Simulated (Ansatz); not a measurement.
## YbAg₂P₂: input and output

The input, for Ansatz 0.2.0 (plane waves, PAW):

```yaml
crystal:
  lattice:
    - [2.098436, 3.634595, 0.0]
    - [-2.098436, 3.634595, 0.0]
    - [0.0, 0.0, 7.014548]
  atoms:
    - { symbol: Ag, position: [0.3333, 0.3334, 0.634] }
    - { symbol: Ag, position: [0.6667, 0.6666, 0.366] }
    - { symbol: P, position: [0.3333, 0.3334, 0.2589] }
    - { symbol: P, position: [0.6667, 0.6666, 0.7411] }
    - { symbol: Yb, position: [0.0, 0.0, 0.0] }
kpoints:
  mp_grid: { grid: [7, 7, 4], shift: [0, 0, 0] }
  band_path:
    path:
      - [0.0, 0.0, 0.0]
      - [0.49999993, 0.50000002, 0.0]
      - [0.33333329, 0.66666676, 0.0]
      - [0.0, 0.0, 0.0]
      - [0.0, 0.0, 0.5]
      - [0.49999993, 0.50000002, 0.5]
      - [0.33333329, 0.66666676, 0.5]
      - [0.0, 0.0, 0.5]
      - [0.49999993, 0.50000002, 0.5]
      - [0.49999993, 0.50000002, 0.0]
      - [0.33333329, 0.66666676, 0.5]
    npoints: 6
magnetization:
  spin_polarized: false
scf:
  occupations: { method: fermi_dirac }
  lower_state_search: "off"
  max_iter: 200
hamiltonian:
  pseudopotentials: { kind: paw }
  xc: pbe
basis:
  ecutwfc: 420
  fft_grid_basis: typed
output:
  forces: true
  stress: true
  eigenvalues: true
  bader: true
  populations: true
  elf: true
  write_potential: true
  volumetric_format: npy
  dos:
    e_range: [-12, 8]
    de: 0.05
    projected: { site_lists: { Ag: [Ag], P: [P], Yb: [Yb] } }
checkpoint:
  read: saved_state
```

The run starts from an earlier solution of this cell. 

Output (shortened):

```
SCF iter   1: F=—  Δρ=2.00e-3  dr2=4.93e-3
SCF iter   2: F=—  Δρ=2.83e-3  dr2=7.82e-3
SCF iter   3: F=—  Δρ=2.26e-3  dr2=6.29e-3
SCF iter   4: F=—  Δρ=2.39e-3  dr2=6.50e-3
SCF iter   5: F=—  Δρ=7.59e-4  dr2=7.17e-4
SCF iter   6: F=—  Δρ=9.04e-4  dr2=9.64e-4
SCF iter   7: F=—  Δρ=9.69e-5  dr2=1.66e-5
SCF iter   8: F=—  Δρ=8.22e-5  dr2=9.72e-6
SCF iter   9: F=—  Δρ=5.20e-5  dr2=2.98e-6
SCF iter  10: F=—  Δρ=2.11e-5  dr2=5.80e-7
SCF iter  11: F=—  Δρ=1.18e-5  dr2=1.86e-7
SCF iter  12: F=—  Δρ=3.99e-5  dr2=1.94e-6  recentre
SCF iter  13: F=-30489.4273 eV  Δρ=4.50e-6  dr2=2.26e-8
Free energy (F): -30489.4273 eV
Harris-Foulkes:  -30489.4273 eV  (|F-HF|=1.34e-8)
Internal energy: -30489.2310 eV  (E = F + TS)
E sigma→0 (E₀):  -30489.3292 eV
Entropy (-TS):   -0.1963 eV (-39.265 meV/atom)
Fermi energy:    11.1030 eV
--- Forces (eV/Å), atoms counted from 1 ---
  atom   1  Ag     0.0016    -0.0009     0.1045
  atom   2  Ag    -0.0016     0.0009    -0.1045
  atom   3  P      0.0017    -0.0010    -0.7254
  atom   4  P     -0.0017     0.0010     0.7254
  atom   5  Yb     0.0000     0.0000     0.0000
--- Stress (GPa, compression-positive) ---
       -2.6500       0.0052      -0.0022
        0.0052      -2.6440       0.0013
       -0.0022       0.0013      -4.7684
  P = ⅓ Tr σ = -3.3541 GPa (-33.541 kbar)
--- Löwdin populations: 5 sites ---
  site symbol       q [e]
     0     Ag     18.3085
     1     Ag     18.3085
     2      P      5.5084
     3      P      5.5084
     4     Yb     24.0387
  spilling = 0.0045 (of n_electrons = 72.0000)
--- Bader charges: 5 sites ---
  site symbol  charge [e]  shift [e]
     0     Ag      0.1040     0.0028
     1     Ag      0.1040     0.0028
     2      P     -0.8655     0.0028
     3      P     -0.8655     0.0028
     4     Yb      1.5231     0.0000
```

Origin: a known structure type with other elements, at an estimated volume, so it need not be a known compound. Caveats: no spin polarisation, so a magnetic state may lie lower; f levels without a U or exact exchange are poorly placed.
